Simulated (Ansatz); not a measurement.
TeO$_{2}$ (fluorite, Fm-3m) under volume change, DFT-r²SCAN in the program Ansatz with PAW potentials, scaled uniformly.

```csv
V (Å³/atom),E − E(relaxed) (meV/atom),P (GPa)
11.517,68.3,20.92
11.897,28.6,12.79
12.277,6.8,5.87
12.657,0.0,-0.01
13.036,[?],[?]
13.416,23.2,-9.25
13.796,[?],[?]
```

Task: What belongs in the gaps?

Result: 
- 13.796, E − E(relaxed) (meV/atom): 49.4
- 13.796, P (GPa): -12.84
- 13.036, E − E(relaxed) (meV/atom): 6.1
- 13.036, P (GPa): -5.01

Task: What does a third-order Birch–Murnaghan fit give for V₀, B₀ and B′?

Result: V₀ = 12.66 Å³/atom, B₀ = 180 GPa, B′ = 4.4.

The cell is a constructed one: a structure type filled with these elements; neither database checked (COD, Materials Project) lists it. COD files the formula under space group No. 19, 61, 92, 136, so this cell is another polymorph or a model. Whether it is the stable phase at ambient conditions was not checked. The r²SCAN relaxation kept the symmetry of its start; whether a distortion lowers the energy is not shown. Spin–orbit coupling is left out wherever it is not named.

Potentials: the later of the program's two PAW sets.
